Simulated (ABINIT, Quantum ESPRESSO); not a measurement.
This is a calculation of ZnRe for ABINIT 10.8.3 (patched build). Atoms were shifted at random by some hundredths of an Å from the given cell, which wasn't relaxed again for these runs. The cell comes from a database or a generator and needn't be the stable form of this composition.

File run.abi:

```
pp_dirpath "./"
pseudos "Re.GGA_PBE-JTH.xml, Zn.GGA_PBE-JTH.xml"

acell 5.1933800003 5.1933800002 8.492553926
rprim
     1.0000000000     0.0000000000     0.0000000000
    -0.5000000000     0.8660254038     0.0000000000
     0.0000000000     0.0000000000     1.0000000000
ntypat 2
znucl 75 30
natom 2
typat 1 2
xred
     0.3227060000     0.6596810000     0.5123110000
     0.0165860000     0.0018920000    -0.0091620000
chkprim 0
chksymtnons 0
tolsym 1.0e-6

ecut 598.650497 eV
pawecutdg 44.0
pawxcdev 0

kptopt 1
ngkpt 11 11 6
nshiftk 1
shiftk 0.0 0.0 0.0

ixc 11

nband 18
occopt 3
tsmear 0.05 eV

nstep 100
tolvrs 1.0e-9

iomode 3
prtwf 0
prtden 0
prteig 0
prtebands 0
```

Potentials or basis: JTH PAW PBE v2.0.

Run with:

```sh
$ abinit run.abi > log 2>&1
```

Problem. Set up the same calculation for Quantum ESPRESSO 7.5. Potentials or basis there: SSSP 1.3 efficiency PBE, cutoff 748 eV.

Solution. As run (cutoffs and basis follow the program's own potentials, and thresholds, step limits or extra output files can differ):

File pw.in:

```
&CONTROL
  calculation = 'scf'
  prefix = 'pwscf'
  outdir = './tmp'
  pseudo_dir = './pseudo'
  tprnfor = .true.
  tstress = .true.
  disk_io = 'nowf'
/
&SYSTEM
  ibrav = 0
  nat = 2
  ntyp = 2
  ecutwfc = 55
  ecutrho = 440
  nbnd = 25
  occupations = 'smearing'
  smearing = 'fd'
  degauss = 0.00367493
/
&ELECTRONS
  conv_thr = 4d-10
  electron_maxstep = 120
  mixing_beta = 0.5
/
ATOMIC_SPECIES
Re   186.2070 Re_pbe_v1.2.uspp.F.UPF
Zn    65.3800 Zn_pbe_v1.uspp.F.UPF
CELL_PARAMETERS angstrom
   2.7482183437    0.0000000000    0.0000000000
  -1.3741091718    2.3800269008    0.0000000000
   0.0000000000    0.0000000000    4.4940660000
ATOMIC_POSITIONS crystal
Re     0.3227060000    0.6596810000    0.5123110000
Zn     0.0165860000    0.0018920000   -0.0091620000
K_POINTS automatic
11 11 6 0 0 0
```

Potentials or basis: SSSP 1.3 efficiency PBE.

Run with:

```bash
$ OMP_NUM_THREADS=1 pw.x -in pw.in > pw.out
```

Both were run:

|  | ABINIT | Quantum ESPRESSO |
| --- | --- | --- |
| Pressure | -1.0 GPa | -0.6 GPa |
| Largest force | 0.937 eV/Å | 0.941 eV/Å |
| Energy over the undisturbed cell | 24.1 meV/atom | 24.2 meV/atom |

The potentials hold 27 and 35 valence electrons a cell.

Pressure is positive in compression.
